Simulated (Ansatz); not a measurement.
Q: Each is relaxed and computed with DFT-PBEsol in the program Ansatz with PAW potentials. Which alone has a direct gap?
A) SiBCN, R3m (B on 3a, N on 3a, Si on 3a, C on 3a)
B) PbS, zinc blende
C) HfC, zinc blende
D) OsC, zinc blende

A: C, HfC, zinc blende. HfC: gap 0.19 eV (direct); OsC: gap 0.08 eV (indirect); PbS: gap 0.63 eV (indirect); SiBCN: gap 0.14 eV (indirect). Typed or built starts, not in the databases checked: HfC, zinc blende; OsC, zinc blende; PbS, zinc blende; SiBCN, R3m (B on 3a, N on 3a, Si on 3a, C on 3a). Not the usual ambient phase: HfC, zinc blende; PbS, zinc blende. Unstable at this level: OsC, zinc blende; PbS, zinc blende. All cells were relaxed under the symmetry of their starts (and spin orders); stability against distortions was not tested throughout. Named crystals with no word on spin ran without spin polarisation. Spin–orbit coupling is left out wherever it is not named.

Potentials: the earlier of the program's two PAW sets. The files were generated under PBE; for other functionals the program regenerates the frozen cores, and for LDA and PBEsol the local potential too.
